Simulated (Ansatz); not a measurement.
Values for one crystal, relaxed and computed with PBEsol in the plane-wave PAW code Ansatz; other levels are named.

```yaml
volume_per_atom: 17.09 Å³
electronic_character: metallic (no gap)
zone_centre_stability: unstable, softest mode 69i cm⁻¹
highest_zone_centre_frequency: 62.0 meV
Density of states at the Fermi level: 0.44 states/eV per atom (mean over ±0.08 eV)
Elastic constants (relaxed ions, GPa): C11 = 93.3, C12 = 58.6, C44 = 32.3
mechanical_stability: stable (all eigenvalues of C positive)
```

Problem. Which compound is it?
A) Co, Fd-3m (Co on 8a, Co on 16d)
B) Mg, Fd-3m (Mg on 8a, Mg on 16d)
C) Al, Fd-3m (Al on 8a, Al on 16d)
D) Sn, simple hexagonal

Solution. C, Al, Fd-3m (Al on 8a, Al on 16d)

The start of the workflow was typed in or built on a structure type; neither database checked (COD, Materials Project) lists it. It is not the phase usual at ambient conditions (space group No. 225). Symmetry was held in the PBEsol relaxation. As this level gives no gap, shear constants depend on the k-mesh and smearing (Fermi–Dirac, 0.1 eV here). As this level gives no gap, phonon frequencies hold no LO–TO term and depend on the k-mesh and smearing (Fermi–Dirac, 0.1 eV here).

Potentials: the earlier of the program's two PAW sets. The files were generated under PBE; for other functionals the program regenerates the frozen cores, and for LDA and PBEsol the local potential too.
